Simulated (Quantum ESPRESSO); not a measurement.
# TiGaGeO5F: finding a planted mistake in a log

Simulated, not a measurement. The program is pw.x of Quantum ESPRESSO 7.5 (plane-wave density functional theory). The cell is made up: 9 atoms on a corundum lattice with one site empty, with randomly drawn elements, strain and displacements, not relaxed. PseudoDojo standard norm-conserving files (v0.5 for PBE, v0.4.1 for LDA and PBEsol) set the functional; there is no spin polarisation, spin-orbit coupling or dispersion term, and the masses in the input are unused placeholders.

Intended input:

```
&control calculation='scf', pseudo_dir='./dojo.nc.sr.pbe.v0_5.standard.upf', outdir='./o', disk_io='low', tprnfor=.true., tstress=.true. /
&system ibrav=0, nat=9, ntyp=5, nbnd=44, ecutwfc=84.00895049, nosym=.true., tot_charge=0,
 occupations='smearing', smearing='fd', degauss=0.0018374661
/
&electrons conv_thr=7.350e-09, electron_maxstep=60, /
ATOMIC_SPECIES
F 1.0 F.upf
Ga 1.0 Ga.upf
Ge 1.0 Ge.upf
O 1.0 O.upf
Ti 1.0 Ti.upf
CELL_PARAMETERS angstrom
2.6628 1.5741 4.6182
-2.6632 1.5012 4.6421
-0.0633 -3.0151 4.6107
ATOMIC_POSITIONS angstrom
Ti 0.1231 -0.0087 4.6892
Ga -0.1333 0.0502 8.9319
Ge -0.1689 0.0273 11.8489
O -1.0397 1.5013 8.0526
O -0.8675 -1.6882 8.1295
O 1.9763 0.1935 8.0572
O 1.1963 -1.5397 5.7587
O 0.8046 1.654 5.7376
F -1.8653 -0.1099 5.8343
K_POINTS automatic
5 5 5 1 1 1
```

The log is shortened where brackets say so; the opening notice, blank lines, dates and the lines on written files are dropped, and the path of the files is cut. It prints rydbergs, bohrs and kilobars, and counts compression as positive stress. Where no state is partly filled, the Fermi energy that it prints is only some level between the filled and the empty states on the mesh, and need not lie in the true gap.

Log of the intended run:

```
     Program PWSCF v.7.5
     Parallel version (MPI & OpenMP), running on       4 processor cores
     Number of MPI processes:                 4
     Threads/MPI process:                     1
     [start-up lines left out]
     bravais-lattice index     =            0
     lattice parameter (alat)  =      10.5039  a.u.
     unit-cell volume          =     756.4121 (a.u.)^3
     number of atoms/cell      =            9
     number of atomic types    =            5
     number of electrons       =        76.00
     number of Kohn-Sham states=           44
     kinetic-energy cutoff     =      84.0090  Ry
     charge density cutoff     =     336.0358  Ry
     scf convergence threshold =      7.3E-09
     mixing beta               =       0.7000
     number of iterations used =            8  plain     mixing
     Exchange-correlation= PBE
                           (   1   4   3   4   0   0   0)
     [axes and pseudopotential details left out]
   Cartesian axes
     site n.     atom                  positions (alat units)
         1        Ti     tau(   1) = (   0.0221466  -0.0015652   0.8436206  )
         2        Ga     tau(   2) = (  -0.0239816   0.0090313   1.6069126  )
         3        Ge     tau(   3) = (  -0.0303863   0.0049115   2.1317018  )
         4        O      tau(   4) = (  -0.1870495   0.2700946   1.4487203  )
         5        O      tau(   5) = (  -0.1560694  -0.3037192   1.4625551  )
         6        O      tau(   6) = (   0.3555505   0.0348120   1.4495478  )
         7        O      tau(   7) = (   0.2152229  -0.2770030   1.0360313  )
         8        O      tau(   8) = (   0.1447533   0.2975664   1.0322352  )
         9        F      tau(   9) = (  -0.3355808  -0.0197718   1.0496322  )
     number of k points=    63  Fermi-Dirac smearing, width (Ry)=  0.0018
                       cart. coord. in units 2pi/alat
        k(    1) = (   0.0005466  -0.0005212   0.1202215), wk =   0.0320000
        k(    2) = (   0.0042588  -0.2450983   0.2014446), wk =   0.0320000
     [further k points left out]
     Dense  grid:    78745 G-vectors     FFT dimensions: (  64,  64,  64)
     Estimated max dynamical RAM per process >     226.63 MB
     Estimated total dynamical RAM >     848.85 MB
     Initial potential from superposition of free atoms
     starting charge      75.9949, renormalised to      76.0000
     Starting wfcs are   52 randomized atomic wfcs
     total cpu time spent up to now is       10.6 secs
     per-process dynamical memory:   183.6 Mb
     Self-consistent Calculation
     iteration #  1     ecut=    84.01 Ry     beta= 0.70
     Davidson diagonalization with overlap
     ethr =  1.00E-02,  avg # of iterations =  2.0
     total cpu time spent up to now is       27.5 secs
     total energy              =    -663.62602800 Ry
     estimated scf accuracy    <       2.99242795 Ry
     iteration #  2     ecut=    84.01 Ry     beta= 0.70
     Davidson diagonalization with overlap
     ethr =  3.94E-03,  avg # of iterations =  6.5
     total cpu time spent up to now is       48.4 secs
     total energy              =    -659.51166878 Ry
     estimated scf accuracy    <      46.42760845 Ry
     [iterations 3 to 14 left out]
     iteration # 15     ecut=    84.01 Ry     beta= 0.70
     Davidson diagonalization with overlap
     ethr =  5.92E-10,  avg # of iterations =  2.2
     total cpu time spent up to now is      239.2 secs
     total energy              =    -665.24086561 Ry
     estimated scf accuracy    <       0.00000002 Ry
     iteration # 16     ecut=    84.01 Ry     beta= 0.70
     Davidson diagonalization with overlap
     ethr =  2.76E-11,  avg # of iterations =  4.8
     total cpu time spent up to now is      254.7 secs
     End of self-consistent calculation
     [lines on levels left out]
     the Fermi energy is     6.8781 ev
!    total energy              =    -665.24086561 Ry
     estimated scf accuracy    <          2.1E-09 Ry
     smearing contrib. (-TS)   =      -0.00000000 Ry
     internal energy E=F+TS    =    -665.24086561 Ry
     The total energy is F=E-TS. E is the sum of the following terms:
     one-electron contribution =    -288.47871692 Ry
     hartree contribution      =     191.24438847 Ry
     xc contribution           =    -155.25923824 Ry
     ewald contribution        =    -412.74729893 Ry
     convergence has been achieved in  16 iterations
     Forces acting on atoms (cartesian axes, Ry/au):
     atom    1 type  5   force =    -0.00384327    0.06438560    0.00886447
     atom    2 type  2   force =     0.04453053   -0.07359120    0.01659067
     atom    3 type  3   force =     0.02460863   -0.01890478   -0.03489018
     atom    4 type  4   force =     0.03809277    0.02711001    0.03056660
     atom    5 type  4   force =    -0.03902615    0.02750490    0.01352463
     atom    6 type  4   force =    -0.03319828   -0.05728292    0.03589745
     atom    7 type  4   force =     0.00061370    0.08748012   -0.00375384
     atom    8 type  4   force =    -0.06436800   -0.01795409   -0.03838918
     atom    9 type  1   force =     0.03259006   -0.03874764   -0.02841061
     Total force =     0.205731     Total SCF correction =     0.000152
     Computing stress (Cartesian axis) and pressure
          total   stress  (Ry/bohr**3)                   (kbar)     P=     -186.14
  -0.00110676  -0.00010414  -0.00026502         -162.81      -15.32      -38.99
  -0.00010414  -0.00157713  -0.00020522          -15.32     -232.00      -30.19
  -0.00026502  -0.00020522  -0.00111213          -38.99      -30.19     -163.60
     init_run     :     10.01s CPU     10.43s WALL (       1 calls)
     electrons    :    242.25s CPU    244.18s WALL (       1 calls)
     forces       :      1.60s CPU      1.66s WALL (       1 calls)
     stress       :      5.24s CPU      5.28s WALL (       1 calls)
     [timing details left out]
     PWSCF        :   4m19.32s CPU   4m21.87s WALL
     JOB DONE.
```

A second run was made from an input with one planted mistake. Its log:

```
     Program PWSCF v.7.5
     Parallel version (MPI & OpenMP), running on       4 processor cores
     Number of MPI processes:                 4
     Threads/MPI process:                     1
     [start-up lines left out]
     bravais-lattice index     =            0
     lattice parameter (alat)  =      10.5039  a.u.
     unit-cell volume          =     756.4121 (a.u.)^3
     number of atoms/cell      =            9
     number of atomic types    =            5
     number of electrons       =        76.00
     number of Kohn-Sham states=           44
     kinetic-energy cutoff     =      84.0090  Ry
     charge density cutoff     =     336.0358  Ry
     scf convergence threshold =      7.3E-09
     mixing beta               =       0.7000
     number of iterations used =            8  plain     mixing
     Exchange-correlation= PBE
                           (   1   4   3   4   0   0   0)
     [axes and pseudopotential details left out]
   Cartesian axes
     site n.     atom                  positions (alat units)
         1        Ti     tau(   1) = (   0.0221466  -0.0015652   0.8436206  )
         2        Ge     tau(   2) = (  -0.0239816   0.0090313   1.6069126  )
         3        Ga     tau(   3) = (  -0.0303863   0.0049115   2.1317018  )
         4        O      tau(   4) = (  -0.1870495   0.2700946   1.4487203  )
         5        O      tau(   5) = (  -0.1560694  -0.3037192   1.4625551  )
         6        O      tau(   6) = (   0.3555505   0.0348120   1.4495478  )
         7        O      tau(   7) = (   0.2152229  -0.2770030   1.0360313  )
         8        O      tau(   8) = (   0.1447533   0.2975664   1.0322352  )
         9        F      tau(   9) = (  -0.3355808  -0.0197718   1.0496322  )
     number of k points=    63  Fermi-Dirac smearing, width (Ry)=  0.0018
                       cart. coord. in units 2pi/alat
        k(    1) = (   0.0005466  -0.0005212   0.1202215), wk =   0.0320000
        k(    2) = (   0.0042588  -0.2450983   0.2014446), wk =   0.0320000
     [further k points left out]
     Dense  grid:    78745 G-vectors     FFT dimensions: (  64,  64,  64)
     Estimated max dynamical RAM per process >     226.63 MB
     Estimated total dynamical RAM >     848.85 MB
     Initial potential from superposition of free atoms
     starting charge      75.9949, renormalised to      76.0000
     Starting wfcs are   52 randomized atomic wfcs
     total cpu time spent up to now is        9.7 secs
     per-process dynamical memory:   183.6 Mb
     Self-consistent Calculation
     iteration #  1     ecut=    84.01 Ry     beta= 0.70
     Davidson diagonalization with overlap
     ethr =  1.00E-02,  avg # of iterations =  2.0
     total cpu time spent up to now is       26.8 secs
     total energy              =    -663.61588537 Ry
     estimated scf accuracy    <       2.98281111 Ry
     iteration #  2     ecut=    84.01 Ry     beta= 0.70
     Davidson diagonalization with overlap
     ethr =  3.92E-03,  avg # of iterations =  6.0
     total cpu time spent up to now is       51.9 secs
     total energy              =    -659.46147224 Ry
     estimated scf accuracy    <      47.27923668 Ry
     [iterations 3 to 14 left out]
     iteration # 15     ecut=    84.01 Ry     beta= 0.70
     Davidson diagonalization with overlap
     ethr =  1.12E-10,  avg # of iterations =  2.2
     total cpu time spent up to now is      295.3 secs
     total energy              =    -665.23939120 Ry
     estimated scf accuracy    <          7.7E-09 Ry
     iteration # 16     ecut=    84.01 Ry     beta= 0.70
     Davidson diagonalization with overlap
     ethr =  1.02E-11,  avg # of iterations =  3.2
     total cpu time spent up to now is      314.8 secs
     End of self-consistent calculation
     [lines on levels left out]
     the Fermi energy is     6.9165 ev
!    total energy              =    -665.23939120 Ry
     estimated scf accuracy    <          2.8E-09 Ry
     smearing contrib. (-TS)   =      -0.00000000 Ry
     internal energy E=F+TS    =    -665.23939120 Ry
     The total energy is F=E-TS. E is the sum of the following terms:
     one-electron contribution =    -289.52353933 Ry
     hartree contribution      =     191.82208427 Ry
     xc contribution           =    -155.26439152 Ry
     ewald contribution        =    -412.27354461 Ry
     convergence has been achieved in  16 iterations
     Forces acting on atoms (cartesian axes, Ry/au):
     atom    1 type  5   force =    -0.01451060    0.05034012    0.01217014
     atom    2 type  3   force =     0.02595815   -0.09751552    0.04548970
     atom    3 type  2   force =     0.04142051   -0.00978973   -0.01941029
     atom    4 type  4   force =     0.04205010   -0.04077978    0.05750404
     atom    5 type  4   force =     0.00431031    0.05795270    0.02933543
     atom    6 type  4   force =    -0.06808705   -0.00591853    0.06733665
     atom    7 type  4   force =    -0.00197428    0.09479846   -0.07520603
     atom    8 type  4   force =    -0.06355989   -0.01314793   -0.07139924
     atom    9 type  1   force =     0.03439276   -0.03593979   -0.04582041
     Total force =     0.256993     Total SCF correction =     0.000157
     Computing stress (Cartesian axis) and pressure
          total   stress  (Ry/bohr**3)                   (kbar)     P=     -176.78
  -0.00106238  -0.00008622  -0.00017163         -156.28      -12.68      -25.25
  -0.00008622  -0.00152325  -0.00006223          -12.68     -224.08       -9.15
  -0.00017163  -0.00006223  -0.00101952          -25.25       -9.15     -149.98
     init_run     :      8.97s CPU      9.37s WALL (       1 calls)
     electrons    :    302.77s CPU    305.15s WALL (       1 calls)
     forces       :      2.08s CPU      2.15s WALL (       1 calls)
     stress       :      7.02s CPU      7.07s WALL (       1 calls)
     [timing details left out]
     PWSCF        :   5m21.20s CPU   5m24.21s WALL
     JOB DONE.
```

Question: what was wrong in the second input?

Answer: two atoms have their elements exchanged. The input lines that differ, file-writing options aside:

```
- Ga -0.1333 0.0502 8.9319
+ Ge -0.1333 0.0502 8.9319
- Ge -0.1689 0.0273 11.8489
+ Ga -0.1689 0.0273 11.8489
```

|  | intended run | run with the mistake |
| --- | --- | --- |
| free energy (eV) | -9051.063 | -9051.043 |
| smearing term -TS (eV) | 0.0000 | 0.0000 |
| pressure (GPa) | -18.61 | -17.68 |
| largest force component (eV/Å) | 2.249 | 2.507 |
| largest change of a force component (eV/Å) |  | 1.837 |
| iterations | 16 | 16 |

For scale, a rerun of the intended cell at 1437 eV and a 7 x 7 x 7 mesh moved values by no more than 0.003 eV in energy, 0.04 GPa in stress and 0.002 eV/Å in force.